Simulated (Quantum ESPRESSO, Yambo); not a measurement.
BaZnBO₃F (space group P-6, No. 174). The geometry is that of Materials Project entry mp-1077866, symmetrised and not relaxed again. Chain: LDA (Quantum ESPRESSO, PseudoDojo norm-conserving, 84 Ry, without SOC); G0W0 in Yambo (3×3×4 Γ-centred k mesh, bands 5 to 153 and a 7 Ry block in the screening, 153 bands in G with the Bruneval-Gonze terminator, plasmon pole fitted at 27.2 eV); BSE (6×6×4 mesh, 14 valence and 7 conduction bands, static screening with 65 bands and a 3 Ry block, scissor 2.38 eV, Tamm-Dancoff).

```
Property                                                                    Value
--------------------------------------------  -----------------------------------
LDA gap (dense path)                                                      3.44 eV
LDA gap K → Γ on the GW mesh                                              3.44 eV
LDA smallest direct gap on the GW mesh, at Γ                              4.04 eV
G0W0 direct gap at that point                                             6.42 eV
G0W0 correction to the gap K → Γ                                          2.27 eV
lowest exciton                                no binding energy given (see below)
RPA electronic dielectric constant along x           3.06 (6×6×4 mesh, LDA bands)
```

Rough cost of the Yambo steps against G0W0 for 8 states: BSE about 3×, one RPA spectrum about 1/7.

Nearest settings tried, and what they do to the gap: 102 bands in W, 102 bands in G: +65 meV; 6 Ry block (187 vectors against 217): -18 meV. Not varied: mesh. So the settings aren't converged at that level. Oxides, nitrides and fluorides with a shallow 3d shell are known to need far more bands and larger blocks. The BSE states are vertical excitations (zero momentum); the indirect quasiparticle gap, about 5.70 eV, is smaller than the direct one (6.42 eV on the GW mesh). Convergence of the RPA response with its 6×6×4 mesh was not tested. The lowest state covers only about 2 of the 144 k points, so the mesh doesn't resolve it: its energy and its distance from the direct gap are mesh artefacts. An extended exciton needs a far denser mesh. Axes are Cartesian, with cell vectors (Å) (5.13, 0.00, 0.00), (-2.56, 4.44, 0.00), (0.00, 0.00, 4.36).
